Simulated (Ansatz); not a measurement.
CoSi:
```yaml
crystal:
  lattice:
    - [4.43092, 0.00000, 0.00000]
    - [0.00000, 4.43092, 0.00000]
    - [0.00000, 0.00000, 4.43092]
  atoms:
    - { symbol: Co, position: [0.85475, 0.64525, 0.35475] }
    - { symbol: Co, position: [0.64525, 0.35475, 0.85475] }
    - { symbol: Co, position: [0.35475, 0.85475, 0.64525] }
    - { symbol: Co, position: [0.14525, 0.14525, 0.14525] }
    - { symbol: Si, position: [0.15677, 0.34323, 0.65677] }
    - { symbol: Si, position: [0.34323, 0.65677, 0.15677] }
    - { symbol: Si, position: [0.65677, 0.15677, 0.34323] }
    - { symbol: Si, position: [0.84323, 0.84323, 0.84323] }
```

Relaxed with PBE. Special points in fractions of this cell's reciprocal vectors: Γ (0.000, 0.000, 0.000); X (0.000, 0.500, 0.000); M (0.500, 0.500, 0.000); R (0.500, 0.500, 0.500); X1 (0.500, 0.000, 0.000).

Q: List the band energies nearest the Fermi level at these points for PBE in the plane-wave PAW code Ansatz.

A: In eV from the Fermi level; about four levels below and three above (degenerate sets whole), none deeper than 8.9 eV; points with the same levels are listed once.

```json
[
 {"k": "Γ", "below": "-0.90 -0.90 -0.90 -0.76 -0.76", "above": "0.01 0.01 0.01"},
 {"k": "X", "below": "-0.63 -0.63 -0.47 -0.47", "above": "1.02 1.02 1.51 1.51"},
 {"k": "M", "below": "-0.98 -0.98 -0.02 -0.02", "above": "0.60 0.60 2.02 2.02"},
 {"k": "R", "below": "-0.20 -0.20 -0.20 -0.20", "above": "5.40 5.40 5.40 5.40"}
]
```

Space group P2_13. The PBE relaxation kept the symmetry of its start. No spin polarisation was allowed.

Potentials: the earlier of the program's two PAW sets.
